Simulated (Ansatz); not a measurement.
2 distorted cells of HS3, built from the Cu3Au structure. Level of theory: Ansatz 0.2 development build, DFT, PBE, all-electron full-potential LAPW, scalar-relativistic, point nucleus. Coarse mesh: 2×2×2 (half-step shift), σ = 0.15 eV (Fermi–Dirac). For a metal, stress, forces and moments on so few k-points can be far from the converged ones. No spin polarisation. The cell's electron count is odd, so a run with spin could end lower.

Problem. Order these from lowest to highest E − TS per atom, as computed on this mesh.
A.
12.73 Å³ an atom
```yaml
crystal:
  lattice:
    - [3.92971, 0.05778, 0.03258]
    - [0.05778, 3.72687, -0.01349]
    - [0.03258, -0.01349, 3.47788]
  atoms:
    - { symbol: H, position: [0.58387, 0.99656, 0.56735] }
    - { symbol: S, position: [0.56370, 0.23018, 0.77512] }
    - { symbol: S, position: [0.14072, 0.79395, 0.87646] }
    - { symbol: S, position: [0.07622, 0.25206, 0.31371] }
```
B.
9.99 Å³ an atom
```yaml
crystal:
  lattice:
    - [3.43175, -0.00759, 0.11751]
    - [-0.00759, 3.47598, 0.07499]
    - [0.11751, 0.07499, 3.35607]
  atoms:
    - { symbol: H, position: [0.50635, 0.32003, 0.14933] }
    - { symbol: S, position: [0.52524, 0.84713, 0.62000] }
    - { symbol: S, position: [0.98988, 0.35013, 0.65102] }
    - { symbol: S, position: [0.99694, 0.87472, 0.13591] }
```

Solution. A (lowest), B (+0.39 eV an atom).

From the lowest up, pressure and r.m.s. force: 31.1 GPa, 7.28 eV/Å; 46.3 GPa, 1.00 eV/Å.
